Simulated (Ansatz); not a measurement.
Ni$_{3}$Ge:
```xyz
4
Lattice="3.5327 0.0000 0.0000 0.0000 3.5327 0.0000 0.0000 0.0000 3.5327" Properties=species:S:1:pos:R:3 pbc="T T T"
Ni     1.7663     0.0000     1.7663
Ni     0.0000     1.7663     1.7663
Ni     1.7663     1.7663     0.0000
Ge     0.0000     0.0000     0.0000
```

Relaxed with r²SCAN. Special points in fractions of this cell's reciprocal vectors: Γ (0.000, 0.000, 0.000); X (0.000, 0.500, 0.000); M (0.500, 0.500, 0.000); R (0.500, 0.500, 0.500).

Problem. List the band energies nearest the Fermi level at these points for r²SCAN in the plane-wave PAW code Ansatz.

Solution. In eV from the Fermi level; about four levels below and three above (degenerate sets whole), none deeper than 8.9 eV; points with the same levels are listed once.

```tsv
k	below	above
Γ	-1.09 -1.09 -1.09 -0.70 -0.70 -0.35	0.05 0.05 0.05
X	-1.32 -1.32 -1.22 -0.64	0.05 3.73 3.73
M	-1.31 -1.14 -0.97 -0.93	0.63 0.63 5.89
R	-0.63 -0.21 -0.21 -0.21	0.79 4.41 4.41 4.41
```

Space group Pm-3m (Cu3Au type). The first step of the workflow began from a Materials Project structure, measured or hypothetical; the Crystallography Open Database copy checked does not list it. Whether it is the stable phase at ambient conditions was not checked. The cell was relaxed with r²SCAN under the symmetry of its start; of distortions, only those at the zone centre were tested. No spin polarisation was allowed. Scalar-relativistic: spin–orbit coupling is off unless named, which matters more the heavier the elements.

Potentials: the later of the program's two PAW sets.
